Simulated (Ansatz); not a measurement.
# Relaxing CoPtO2

Theory: Ansatz, DFT PBE+U, scalar-relativistic, plane waves, PAW. Run with 420 eV cutoff, 18×18×18 k-mesh, Gaussian smearing of 0.10 eV, no spin polarisation, U_eff Co 3.32 eV on d shells.

What was changed: relaxed at 5 GPa.

A cell with an odd number of electrons and no spin polarisation is a metal by construction and may be lower with spin. Spin–orbit coupling is left out, which can shift energies with elements as heavy as these.

Other phases may be more stable at this pressure.

Command:

```bash
ansatz run input.yaml --threads 1 --pin off --max-ram 2560MiB --backend cpu --events-out ev --progress --plain --runs-dir out
```

Input:

```yaml
crystal:
  lattice:
    - [1.4176664772, 0.8184901222, 5.932756851]
    - [-1.4176664772, 0.8184901222, 5.932756851]
    - [0.0, -1.6369802444, 5.932756851]
  atoms:
    - { symbol: Co, position: [0.5, 0.5, 0.5] }
    - { symbol: Pt, position: [0.0, 0.0, 0.0] }
    - { symbol: O, position: [0.8880950265, 0.8880950265, 0.8880950265] }
    - { symbol: O, position: [0.1119049735, 0.1119049735, 0.1119049735] }
basis:
  ecutwfc: 420
kpoints:
  mp_grid: { grid: [18, 18, 18] }
hamiltonian:
  xc: pbe
  hubbard: { sites: [{ species: Co, l: d, u_eff: 3.32 }] }
scf:
  occupations: { method: gaussian, width: 0.1 }
output:
  forces: true
  stress: true
  eigenvalues: true
relax:
  adjacent_minimum: "off"
  f_tol: 0.008
  max_steps: 50
  cell: { stress_tol: 0.08, p_target: 5.0 }
```

F is the free energy. Steps run on the plane waves of an earlier cell, but the last one, and at times one on the way, on a freshly chosen basis, so a repeated geometry can differ a little in energy. The relaxation lowers the enthalpy F + PV at the target pressure, so F itself can rise.

Steps:

```json
{"step": "1", "F − F(1) (eV)": "0.0000", "largest force component (eV/Å)": "0.018", "V (Å³/atom)": "10.326", "P (GPa)": "5.29"}
{"step": "2", "F − F(1) (eV)": "-0.0002", "largest force component (eV/Å)": "0.012", "V (Å³/atom)": "10.325", "P (GPa)": "5.15"}
{"step": "3", "F − F(1) (eV)": "-0.0007", "largest force component (eV/Å)": "0.004", "V (Å³/atom)": "10.329", "P (GPa)": "5.00"}
{"step": "4", "F − F(1) (eV)": "-0.0007", "largest force component (eV/Å)": "0.004", "V (Å³/atom)": "10.329", "P (GPa)": "5.00"}
```

Relaxed structure:

```xyz
4
Lattice="1.4164 0.8178 5.9449 -1.4164 0.8178 5.9449 0.0000 -1.6356 5.9449" Properties=species:S:1:pos:R:3 pbc="T T T"
Co    0.0000    0.0000    8.9173
Pt    0.0000    0.0000    0.0000
O     0.0000    0.0000   15.8407
O     0.0000    0.0000    1.9939
```

The structure is trigonal, space group R-3m (No. 166). The conventional cell has a = 2.833 Å, b = 2.833 Å, c = 17.835 Å, α = 90.00°, β = 90.00°, γ = 120.00°. Co (site symmetry -3m) is surrounded by 6 O at 1.91 Å. Pt (site symmetry -3m) is surrounded by 2 O at 1.99 Å. O (site symmetry 3m) is surrounded by 3 Co at 1.91 Å and 1 Pt at 1.99 Å.

The run converged. Time: 3.4 min on 1 thread of Arm Neoverse V2, with other jobs on the host, peak memory 1.2 GiB.